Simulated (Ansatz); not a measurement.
W:
```xyz
30
Lattice="9.7465 0.0000 0.0000 0.0000 9.7465 0.0000 0.0000 0.0000 5.1126" Properties=species:S:1:pos:R:3 pbc="T T T"
W      4.5485     8.4743     0.0000
W      5.1981     1.2723     0.0000
W      6.1455     9.4217     2.5563
W      3.6010     0.3248     2.5563
W      9.4217     6.1455     2.5563
W      0.3248     3.6010     2.5563
W      1.2723     5.1981     0.0000
W      8.4743     4.5485     0.0000
W      7.3901     4.2709     2.5563
W      2.3564     5.4756     2.5563
W      0.6024     2.5168     0.0000
W      9.1442     7.2297     0.0000
W      2.5168     0.6024     0.0000
W      7.2297     9.1442     0.0000
W      5.4756     2.3564     2.5563
W      4.2709     7.3901     2.5563
W      7.9235     1.8230     3.8286
W      1.8230     7.9235     1.2840
W      3.0502     3.0502     1.2723
W      6.6963     6.6963     3.8403
W      1.8230     7.9235     3.8286
W      7.9235     1.8230     1.2840
W      6.6963     6.6963     1.2723
W      3.0502     3.0502     3.8403
W      3.8944     5.8521     0.0000
W      5.8521     3.8944     0.0000
W      8.7677     8.7677     2.5563
W      0.9789     0.9789     2.5563
W      0.0000     0.0000     0.0000
W      4.8733     4.8733     2.5563
```

Relaxed with r²SCAN.

Problem. Map the electron localisation function on the plane through (0.467, 0.869, 0.000) spanned by u = [1, 0, 0] and v = [0, 1, 0] in lattice vectors, from DFT-r²SCAN in the program Ansatz with PAW potentials.

Solution. x is the fraction of u, y of v (the angle between them is 90°; rows are the nearest grid lines); atoms in the plane: W at (0.00, 0.00), W at (0.07, 0.26), W at (0.66, 0.66), W at (0.40, 0.60), W at (0.60, 0.39), W at (0.47, 0.87), W at (0.79, 0.19), W at (0.28, 0.07), W at (0.93, 0.73), W at (0.13, 0.53).
```
y \ x   0.000  0.100  0.175  0.275  0.375  0.450  0.550  0.625  0.725  0.825  0.900   1.00
------  -----  -----  -----  -----  -----  -----  -----  -----  -----  -----  -----  -----
1.00    0.011  0.337  0.252  0.683  0.296  0.393  0.380  0.516  0.398  0.530  0.326  0.011
0.925   0.665  0.234  0.543  0.484  0.245  0.716  0.315  0.519  0.373  0.459  0.206  0.665
0.850   0.389  0.490  0.397  0.436  0.274  0.365  0.545  0.508  0.442  0.391  0.266  0.389
0.775   0.603  0.439  0.424  0.420  0.360  0.320  0.290  0.289  0.202  0.215  0.741  0.603
0.700   0.641  0.451  0.442  0.453  0.296  0.255  0.323  0.693  0.693  0.302  0.647  0.641
0.625   0.340  0.289  0.250  0.308  0.568  0.710  0.355  0.697  0.671  0.418  0.192  0.340
0.550   0.284  0.540  0.635  0.399  0.726  0.687  0.545  0.287  0.293  0.476  0.451  0.284
0.450   0.413  0.463  0.430  0.431  0.399  0.464  0.625  0.707  0.433  0.377  0.413  0.413
0.375   0.245  0.331  0.417  0.423  0.412  0.459  0.664  0.410  0.376  0.460  0.464  0.245
0.300   0.655  0.708  0.180  0.420  0.336  0.560  0.305  0.374  0.309  0.223  0.471  0.655
0.225   0.589  0.669  0.283  0.511  0.540  0.252  0.389  0.407  0.634  0.664  0.260  0.589
0.150   0.402  0.304  0.313  0.543  0.351  0.501  0.231  0.411  0.565  0.718  0.276  0.402
0.0750  0.643  0.340  0.320  0.017  0.327  0.301  0.725  0.206  0.396  0.258  0.309  0.643
0.000   0.011  0.337  0.252  0.683  0.296  0.393  0.380  0.516  0.398  0.530  0.326  0.011
```

The density is the valence pseudo-density with augmentation charge, so density and ELF within about 1 Å of a nucleus are not all-electron values.

Space group P4_2/mnm. The start of the workflow was typed in or built on a structure type; neither database checked (COD, Materials Project) lists it. It is not the phase usual at ambient conditions (space group No. 229). The r²SCAN relaxation kept the symmetry of its start; its stability against distortions is not shown here. No spin polarisation was allowed. Scalar-relativistic: spin–orbit coupling is off unless named, which matters more the heavier the elements.

Potentials: the later of the program's two PAW sets.
